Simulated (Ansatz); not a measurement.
Cell and atoms are relaxed with the symmetry kept. Start:

```cif
data_structure
_symmetry_space_group_name_H-M 'I4/mmm'
_symmetry_Int_Tables_number 139
_cell_length_a 4.3092
_cell_length_b 4.3092
_cell_length_c 10.1121
_cell_angle_alpha 90.000
_cell_angle_beta 90.000
_cell_angle_gamma 90.000
_cell_volume 187.77
loop_
_atom_site_label
_atom_site_type_symbol
_atom_site_symmetry_multiplicity
_atom_site_Wyckoff_symbol
_atom_site_fract_x
_atom_site_fract_y
_atom_site_fract_z
_atom_site_occupancy
Ca1 Ca 2 a 0.00000 0.00000 0.00000 1
Ge1 Ge 4 e 0.00000 0.00000 0.37621 1
Pd1 Pd 4 d 0.00000 0.50000 0.25000 1
```

Level of theory: DFT r2SCAN, scalar-relativistic, plane waves, PAW in Ansatz.

Plane waves to 500 eV, a k mesh through Γ of 12×12×12 on the computed 5-atom cell and Gaussian smearing (0.10 eV); no spin polarisation.

**Question.** What does it relax to?

**Answer.** The volume goes down by 0.02 Å³/atom to 18.76 Å³/atom, and the energy changes by under 0.1 meV/atom. Final structure:
```
Ca Ge Pd
1.0
    -2.15027    2.15027    5.07042
     2.15027   -2.15027    5.07042
     2.15027    2.15027   -5.07042
Ca Ge Pd
1 2 2
Direct
  0.00000 0.00000 0.00000
  0.37611 0.37611 0.00000
  0.62389 0.62389 0.00000
  0.75000 0.25000 0.50000
  0.25000 0.75000 0.50000
```

Cost: 1 run of about 12 core-minutes, on AMD EPYC (Zen 3) (shared hosts).